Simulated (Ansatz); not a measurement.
CdPS3:
```
CELL_PARAMETERS angstrom
      3.05552     5.29339     0.00000
     -3.05552     5.29339     0.00000
     -1.99475     0.00000     6.40804
ATOMIC_POSITIONS crystal
  Cd 0.66780 0.66780 0.00000
  Cd 0.33220 0.33220 0.00000
  P  0.05648 0.94352 0.17398
  P  0.94352 0.05648 0.82602
  S  0.08488 0.59659 0.26288
  S  0.91512 0.40341 0.73712
  S  0.59659 0.08488 0.73712
  S  0.40341 0.91512 0.26288
  S  0.23534 0.76466 0.74087
  S  0.76466 0.23534 0.25913
```

Plane-wave PAW LDA (Ansatz code) gives a gap of 1.71 eV without spin–orbit coupling, maximum off the standard path, at k = (0.333, -0.333, 0.406), minimum at Γ.

### Question
What happens when spin–orbit coupling is switched on?

### Answer
The gap hardly moves, to 1.71 eV; maximum off the standard path, at k = (0.333, -0.333, 0.406), minimum at Γ.

### Question
Give the electron effective mass with spin–orbit coupling.

### Answer
0.20, 0.21, 0.65 mₑ (principal values).

### Question
Give the hole effective mass with spin–orbit coupling.

### Answer
0.49, 0.53, 3.0 mₑ (principal values).

Space group C2/m. The workflow started from a Materials Project entry (that database holds measured and hypothetical structures alike); the Crystallography Open Database copy checked does not list it. COD files the formula under space group No. 146, so this cell is another polymorph or a model. Whether it is the stable phase at ambient conditions was not checked. Symmetry was held in the LDA relaxation; whether a distortion lowers the energy is not shown. A crystal of weakly bound layers computed without a dispersion correction: the cell and the soft elastic constants depend strongly on that.

Potentials: the later of the program's two PAW sets.
